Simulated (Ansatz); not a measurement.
Pd (fcc, Cu type)

```
CELL_PARAMETERS angstrom
      3.94276     0.00000     0.00000
      0.00000     3.94276     0.00000
      0.00000     0.00000     3.94276
ATOMIC_POSITIONS crystal
  Pd 0.00000 0.00000 0.00000
  Pd 0.50000 0.50000 0.00000
  Pd 0.50000 0.00000 0.50000
  Pd 0.00000 0.50000 0.50000
```

In each cell atom 4 (Pd, nearest neighbour Pd at 2.788 Å; its periodic images, 3.9 Å or more away, move with it) moves by s·(0.000, 0.000, 1.000) (along Cartesian z), the rest being held.

Calculation: PBE (plane waves to 420 eV, PAW, scalar-relativistic; Ansatz, an electronic-structure program). k mesh 10×10×10 (Γ-centred), Fermi-Dirac smearing 0.05 eV. E stands for the smeared free energy. With partly filled bands, energies and forces of such displacements shift with the k mesh and the smearing. Pd is run without spin polarisation. Pd was relaxed with its symmetry unable to fall. The zero of ΔE is the undisplaced structure. The last digit holds for this mesh only.

| s (Å) | ΔE (meV/cell) |
|---|---|
| -0.280 | 341.5 |
| -0.224 | 216.4 |
| -0.168 | 120.8 |
| -0.112 | withheld |
| -0.056 | 13.3 |
| 0.000 | 0.0 |
| 0.056 | 13.3 |
| 0.112 | withheld |
| 0.168 | 120.8 |
| 0.224 | 216.4 |
| 0.280 | 341.5 |

**Question.** Fit an even polynomial form (powers 2, 4) to the given rows and predict ΔE at s = -0.112.

**Answer.** Least squares on the 9 given rows: ΔE = (4237)·s² + (1517)·s⁴, in meV/cell with s in Å; root-mean-square residual 0.01 meV/cell. At -0.112 the fit gives 53.4 meV/cell; the calculation gives 53.4 meV/cell, the same to the digits shown. The quadratic term alone would give 53.1 meV/cell.

(A displaced cell: forces are minus the slopes of the energy, force constants its curvatures, and phonons follow from these.)
